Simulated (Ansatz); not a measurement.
Crystals of one structure type (CsCl type) and one family of elements, relaxed and computed with the program Ansatz at the LDA level (PAW).

```csv
crystal,V (Å³/atom),"highest Γ mode, no LO–TO term (cm⁻¹)"
TiFe,12.01,251
TiRu,13.78,?
TiOs,14.04,238
HfRu,16.10,174
HfOs,16.39,160
ZrRu,16.53,192
ZrOs,16.79,189
```

**Question.** Fit a straight line to ln ω against ln V and predict the withheld value.

**Answer.** Least squares on the 6 shown rows: ln ω = -1.15 × ln V + (8.418), with a scatter of 8 %. For TiRu this gives 222. The run itself gave 231, within the scatter.

Standing as an ambient phase not checked: TiFe, CsCl type; TiRu, CsCl type; TiOs, CsCl type; HfRu, CsCl type; HfOs, CsCl type; ZrRu, CsCl type; ZrOs, CsCl type. All cells were relaxed under the symmetry of their starts (and spin orders); stability against distortions was not tested throughout. Rows with no word on spin ran without spin polarisation. Spin–orbit coupling is left out wherever it is not named.

Potentials: the later of the program's two PAW sets.
